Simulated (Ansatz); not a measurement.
All numbers below come from DFT PBE, scalar-relativistic, plane waves, PAW in Ansatz 0.2.0. All cells share a 420 eV cutoff and Γ-centred k meshes spaced at most about 0.3 Å⁻¹ (2π included). No spin polarisation in the final relaxations.

Temperature and zero-point effects are left out.

Two relaxed structures of Te2Pb3Se:

A.

```yaml
crystal:
  lattice:
    - [-2.28145, 9.66645, 2.31568]
    - [2.28145, -9.66645, 2.31568]
    - [2.28145, 9.66645, -2.31568]
  atoms:
    - { symbol: Te, position: [0.31996, 0.98822, 0.33174] }
    - { symbol: Te, position: [0.65647, 0.98822, 0.66826] }
    - { symbol: Pb, position: [0.16456, 0.00350, 0.16106] }
    - { symbol: Pb, position: [0.84244, 0.00350, 0.83894] }
    - { symbol: Pb, position: [0.55018, 0.05018, 0.50000] }
    - { symbol: Se, position: [0.97351, 0.97351, 0.00000] }
```

B.

```yaml
crystal:
  lattice:
    - [-2.28673, 2.28673, 9.67105]
    - [2.28673, -2.28673, 9.67105]
    - [2.28673, 2.28673, -9.67105]
  atoms:
    - { symbol: Te, position: [0.83177, 0.83177, 0.00000] }
    - { symbol: Te, position: [0.16823, 0.16823, 0.00000] }
    - { symbol: Pb, position: [0.66027, 0.66027, 0.00000] }
    - { symbol: Pb, position: [0.33973, 0.33973, 0.00000] }
    - { symbol: Pb, position: [0.00000, 0.00000, 0.00000] }
    - { symbol: Se, position: [0.50000, 0.50000, 0.00000] }
```

Question: Which would you expect to be lower, and how large is the difference?

Answer: They are level within the accuracy (3 meV/atom apart, with A the lower in these runs). A has Te and Se ordered on rock salt sites, space group Imm2 (No. 44), 34.0 Å³/atom and a gap of 0.72 eV on its mesh; B has Te and Se ordered on rock salt sites, space group I4/mmm (No. 139), 33.7 Å³/atom and a gap of 0.52 eV. Counting Se or Te atoms around Pb (for each partner element, those within 1.25 times its shortest distance or 1.15 times the sum of covalent radii, where it is the nearest in units of that sum or under 1.3; a plus sign parts groups by distance over the sum of covalent radii; a slash parts the counts of unlike sites), A has Pb 4+2/6 and B has Pb 6. In A, Te has 6 Pb at 3.20–3.30 Å; around Pb on a site of symmetry m lie 1 Se at 3.12 Å and 5 Te at 3.20–3.30 Å; around Se lie 4 Pb at 3.01–3.12 Å and 2 Pb at 3.51 Å; 1 more site not described. In B, around Te lie 6 Pb at 3.24–3.32 Å; around Pb on a site of symmetry 4mm lie 1 Se at 3.10 Å and 5 Te at 3.24–3.32 Å; Se has 6 Pb at 3.10–3.23 Å; 1 more site not described. Both come from invented guesses.

These runs have no spin–orbit coupling, which can matter for Pb and Te. Kohn–Sham gaps at this level usually fall short of measured ones. The missing spin–orbit coupling can work the other way here. Cells relaxed within their symmetry can be saddle points. The Imm2 cell of Te2Pb3Se came from shaking the I4/mmm one.
